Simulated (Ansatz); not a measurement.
GeS:
```
GeS
1.0
    8.23731     0.00000     0.00000
    0.00000     3.64039     0.00000
    0.00000     0.00000     5.85896
Ge S
4 4
Direct
  0.51983   0.25000   0.75822
  0.01983   0.25000   0.74178
  0.48017   0.75000   0.24178
  0.98017   0.75000   0.25822
  0.82694   0.25000   0.07875
  0.32694   0.25000   0.42125
  0.17306   0.75000   0.92125
  0.67306   0.75000   0.57875
```

Relaxed with PBE.

**Question.** Map the electron localisation function on the plane through (0.520, 0.250, 0.758) spanned by u = [1, 0, 0] and v = [0, 0, 1] in lattice vectors, from the program Ansatz at the PBE level (PAW).

**Answer.** x is the fraction of u, y of v (the angle between them is 90°; rows are the nearest grid lines); atoms in the plane: Ge at (0.00, 0.00), Ge at (0.50, 0.98), S at (0.31, 0.32), S at (0.81, 0.66).
```
y \ x   0.000  0.100  0.175  0.275  0.375  0.450  0.550  0.625  0.725  0.825  0.900   1.00
------  -----  -----  -----  -----  -----  -----  -----  -----  -----  -----  -----  -----
1.00    0.120  0.337  0.116  0.052  0.436  0.080  0.065  0.272  0.035  0.236  0.459  0.120
0.931   0.056  0.287  0.120  0.033  0.569  0.206  0.169  0.306  0.082  0.285  0.386  0.056
0.862   0.288  0.237  0.100  0.029  0.711  0.586  0.504  0.278  0.513  0.716  0.499  0.288
0.759   0.186  0.088  0.052  0.020  0.267  0.688  0.477  0.166  0.899  0.794  0.835  0.186
0.690   0.174  0.035  0.027  0.016  0.040  0.127  0.101  0.281  0.895  0.035  0.789  0.174
0.621   0.176  0.017  0.019  0.062  0.054  0.049  0.039  0.323  0.895  0.114  0.771  0.176
0.552   0.129  0.016  0.092  0.501  0.297  0.097  0.031  0.185  0.882  0.785  0.739  0.129
0.448   0.057  0.049  0.696  0.855  0.778  0.392  0.030  0.028  0.483  0.580  0.289  0.057
0.379   0.044  0.092  0.837  0.557  0.736  0.564  0.032  0.015  0.053  0.121  0.066  0.044
0.310   0.099  0.108  0.855  0.175  0.641  0.608  0.041  0.027  0.018  0.021  0.046  0.099
0.241   0.576  0.130  0.761  0.756  0.845  0.565  0.082  0.064  0.027  0.033  0.312  0.576
0.138   0.560  0.400  0.207  0.793  0.698  0.327  0.236  0.188  0.042  0.161  0.726  0.560
0.0690  0.084  0.392  0.103  0.291  0.403  0.267  0.232  0.244  0.040  0.263  0.572  0.084
0.000   0.120  0.337  0.116  0.052  0.436  0.080  0.065  0.272  0.035  0.236  0.459  0.120
```

The density is the valence pseudo-density with augmentation charge, so density and ELF within about 1 Å of a nucleus are not all-electron values.

Space group Pnma. The PBE relaxation kept the symmetry of its start. The volume moved by 57 % from the start of the relaxation.

Potentials: the later of the program's two PAW sets.
